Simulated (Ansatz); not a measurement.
TaTe (CsCl type, Pm-3m) under volume change, r²SCAN (plane waves, PAW; program Ansatz), scaled uniformly.

| V (Å³/atom) | E − E(relaxed) (meV/atom) | P (GPa) |
|---|---|---|
| 17.956 | 91.3 | 17.98 |
| 18.548 | 38.2 | 10.96 |
| 19.140 | 9.0 | 5.02 |
| 19.732 | 0.0 | 0.00 |
| 20.324 | 8.0 | -4.22 |
| 20.916 | 30.3 | -7.76 |
| 21.508 | 64.7 | -10.76 |

**Question.** What does a third-order Birch–Murnaghan fit give for V₀, B₀ and B′?

**Answer.** V₀ = 19.73 Å³/atom, B₀ = 153 GPa, B′ = 4.7.

The start of the workflow was typed in or built on a structure type; neither database checked (COD, Materials Project) lists it. Whether it is the stable phase at ambient conditions was not checked. The cell was relaxed with r²SCAN under the symmetry of its start; whether a distortion lowers the energy is not shown. The run is not spin-polarised. Its formation energy is positive at this level, so the cell may be metastable or incomplete. Spin–orbit coupling is left out wherever it is not named.

Potentials: the earlier of the program's two PAW sets.
